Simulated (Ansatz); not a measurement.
Input:

RuS2:
```xyz
12
Lattice="5.5804 0.0000 0.0000 0.0000 5.5804 0.0000 0.0000 0.0000 5.5804" Properties=species:S:1:pos:R:3 pbc="T T T"
Ru     0.0000     0.0000     0.0000
Ru     2.7902     0.0000     2.7902
Ru     2.7902     2.7902     0.0000
Ru     0.0000     2.7902     2.7902
S      2.1557     2.1557     2.1557
S      0.6345     3.4247     4.9459
S      4.9459     0.6345     3.4247
S      3.4247     4.9459     0.6345
S      3.4247     3.4247     3.4247
S      4.9459     2.1557     0.6345
S      0.6345     4.9459     2.1557
S      2.1557     0.6345     4.9459
```

This is the PBEsol-relaxed structure.

Question: All from DFT-PBEsol in the program Ansatz with PAW potentials, unless another level is named. Give the Poisson's ratio.

Answer: 0.23.

Question: What about the elastic constants (relaxed ions, GPa)?

Answer: C11 = 449, C12 = 72.0, C44 = 105.

Space group Pa-3. Symmetry was held in the PBEsol relaxation. The run is not spin-polarised.

Potentials: the later of the program's two PAW sets.
